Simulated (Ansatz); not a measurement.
The elements of this relaxed trial crystal are hidden behind letters.

```
lattice vectors (Å)
   2.2726    1.3121    4.5639
  -2.2726    1.3121    4.5639
   0.0000   -2.6242    4.5639
fractional positions
X 0.6030 0.6030 0.6030
X 0.3970 0.3970 0.3970
X 0.0000 0.0000 0.0000
Z 0.1983 0.1983 0.1983
Z 0.8017 0.8017 0.8017
```

Computed with Ansatz 0.2.0, DFT PBE, scalar-relativistic, plane waves, PAW. Plane waves to 420 eV, a 12×12×12 mesh through Γ for the 5-atom cell and 0.10 eV Gaussian smearing; no spin polarisation.

```
Space group                                 : R-3m (No. 166)
Conventional cell                           : a = 4.545 Å, c = 13.692 Å
Volume per atom                             : 16.33 Å³
Density                                     : 10.40 g/cm³
Formation energy                            : −0.01 eV/atom
Gap on the 12×12×12 mesh of the 5-atom cell : 0 eV (a metal)
```

Energies are uncorrected and count from the elements' standard states at the same level.

Question: X is a d-block element of period 4 and Z is a d-block element of period 6. Which elements are they?

Answer: X = Ti, Z = W, so the formula is Ti3W2. Density times volume gives a mean mass of 10.40 × 16.33/1.6605 = 102.3 u per atom, and this set has 102.3 u. Among the elements that the hints allow, noble gases aside, only these give it. Ti on a site of symmetry 3m is surrounded by 4 W at 2.72–2.80 Å, 4 Ti at 2.76–2.82 Å, 3 Ti at 3.15 Å and 3 W at 3.21 Å; Ti on a site of symmetry -3m is surrounded by 2 W at 2.71 Å, 6 Ti at 2.76 Å and 6 W at 3.21 Å; W is surrounded by 5 Ti at 2.71–2.80 Å, 3 W at 2.76 Å and 6 Ti at 3.21 Å.

Spin–orbit coupling, which can matter for W, is left out. A later test with randomly moved atoms came back to the same energy, though modes that don't fit the test's cell weren't probed.
